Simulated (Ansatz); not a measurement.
## NaF at -1.4 GPa: from Born charge to LO–TO splitting and polaron coupling

The calculation used DFT LDA, scalar-relativistic, plane waves, PAW (Ansatz 0.2.0). Settings: 420 eV plane-wave cutoff, Γ-centred 8×8×8 mesh, fixed occupations. No spin polarisation. Phonons by linear response, acoustic sum rule imposed.

The cell is fixed (symmetry leaves no force on the atoms) and stands under -1.4 GPa:
Space group Fm-3m (No. 225). a = 4.540 Å, b = 4.540 Å, c = 4.540 Å, α = 90.00°, β = 90.00°, γ = 90.00°
| atom | site | symmetry | x | y | z |
| --- | --- | --- | --- | --- | --- |
| Na | 4a | m-3m | 0.0000 | 0.0000 | 0.0000 |
| F | 4b | m-3m | 0.5000 | 0.0000 | 0.0000 |

The cell is the ideal cubic rocksalt prototype.

Linear response gives ν_TO = 259.6 cm⁻¹, Born charges ±1.001 e (positive on Na) and ε∞ = 1.923. The primitive cell holds 23.394 Å³, and the masses are 22.990 and 18.998 amu.

Question: Find ν_LO and the static dielectric constant.

Answer: The long-wave field adds a restoring force: ω_LO² − ω_TO² = Z*²e²/(ε_vac ε∞ μV). In these units ν_LO² − ν_TO² = 4.92064×10⁷ Z*²/(μ V ε∞) cm⁻², with μ = m₁m₂/(m₁ + m₂) = 10.402 amu: 105403 cm⁻². So ν_LO = √(259.6² + 105403) = 415.7 cm⁻¹, and the run gives 415.7. Lyddane–Sachs–Teller then gives ε0 = ε∞ (ν_LO/ν_TO)² = 4.93, against 4.93 in the run (it forms both from the same three quantities, so the match checks the arithmetic only). Between ν_TO and ν_LO the dielectric function is negative and an undamped crystal reflects fully: a reststrahlen band from 24.1 to 38.5 μm.

Question: What do the Clausius–Mossotti polarisability and the Szigeti charge come to?

Answer: With the Lorentz local field, α = (3V/4π)(ε∞ − 1)/(ε∞ + 2) = 1.31 Å³ for the pair, and e_S = 3Z*/(ε∞ + 2) = 0.77 e. The Born charge includes the electrons' response to the dipole's own local field, and e_S takes that enhancement out. The Lorentz field assumes point-like polarisable ions, a fair picture at this small ε∞.

Question: How strongly does a slow electron couple to the LO mode?

Answer: For one isotropic parabolic band, Fröhlich's constant is α_F = (1/ε∞ − 1/ε0) √(m* Ry/ħω_LO), with Ry = 13.606 eV, ħω_LO = 51.5 meV and m* in free-electron masses: α_F = 0.3173 × 16.25 × √m* = 5.16 √m*. The band mass isn't part of this run; for m* = 0.1, 0.3 and 1 it gives 1.63, 2.82, 5.16. In weak coupling the polaron lies α_F ħω_LO below the band edge (146 meV at m* = 0.3) with a mass m*(1 + α_F/6); past α_F of about 5 or 6 that expansion fails. A semilocal functional's ε∞ tends to be too large, which taken alone lowers α_F.

Cost: 1 run of about 2.1 core-minutes, on Intel Xeon Processor @ 2.50GHz (Skylake/Cascade Lake) (shared hosts).